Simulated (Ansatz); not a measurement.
AlAs:
```yaml
crystal:
  lattice:
    - [0.00000, 2.86403, 2.86403]
    - [2.86403, 0.00000, 2.86403]
    - [2.86403, 2.86403, 0.00000]
  atoms:
    - { symbol: Al, position: [0.00000, 0.00000, 0.00000] }
    - { symbol: As, position: [0.25000, 0.25000, 0.25000] }
```

Relaxed with PBE. Special points in fractions of this cell's reciprocal vectors: Γ (0.000, 0.000, 0.000); X (0.500, 0.000, 0.500); U (0.625, 0.250, 0.625); K (0.375, 0.375, 0.750); L (0.500, 0.500, 0.500); W (0.500, 0.250, 0.750).

Problem. List the band energies nearest the valence-band maximum at these points for DFT-PBE in the program Ansatz with PAW potentials.

Solution. In eV from the valence-band maximum; about four levels below and three above (degenerate sets whole), none deeper than 8.9 eV; points with the same levels are listed once.

```
k              below                  above
-  -----------------  ---------------------
Γ     0.00 0.00 0.00    1.78 4.24 4.24 4.24
X  -5.30 -2.09 -2.09  1.50 2.30 10.05 10.05
U  -5.06 -3.26 -1.73         2.26 4.90 8.01
L  -5.40 -0.80 -0.80         2.02 4.66 4.66
W  -4.98 -3.04 -2.70         4.32 5.47 5.58
```

Space group F-43m (zinc blende). The cell was relaxed with PBE under the symmetry of its start. Spin–orbit coupling is left out wherever it is not named.

Potentials: the earlier of the program's two PAW sets.
